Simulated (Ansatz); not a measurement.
A geometry of Ba away from equilibrium: the start of the relaxation of a relaxed Ba cell, doubled along one cell vector, shaken by Gaussian noise of σ = 0.08 Å a coordinate. Level of theory: r2SCAN (plane waves to 500 eV, PAW, scalar-relativistic; Ansatz, a quantum-chemistry and plane-wave program). Γ-centred k-mesh 4×8×5 on the run's cell (coarser than for final values), Fermi–Dirac smearing 0.05 eV.

```xyz
4
Lattice="9.0377 0.0000 0.0000 -2.2594 3.9134 0.0000 0.0000 0.0000 7.4886" Properties=species:S:1:pos:R:3:forces:R:3 pbc="T T T" free_energy=-23858.251 pressure_GPa=0.0
Ba    -0.0274     2.5558     2.0045    0.0927    0.0356   -0.1185
Ba     4.6040     2.5444     1.8008   -0.1166   -0.0294    0.2038
Ba     2.2108     1.3083     5.6380    0.0553    0.0196    0.0837
Ba     6.7921     1.3079     5.7244   -0.0315   -0.0258   -0.1690
```

Positions in Å, forces in eV/Å, free energy of the cell in eV (comparable only within this code, potentials and settings). Largest force: 0.24 eV/Å, on Ba2 (atoms numbered as listed); the geometry lies 0.04 eV/atom above the end of its relaxation.

No spin polarisation in the result.

Of the parent cell (P6₃/mmc (No. 194)): The relaxed structure has the type that Ba is known to take under pressure; here it was relaxed at zero pressure, from a generated start.
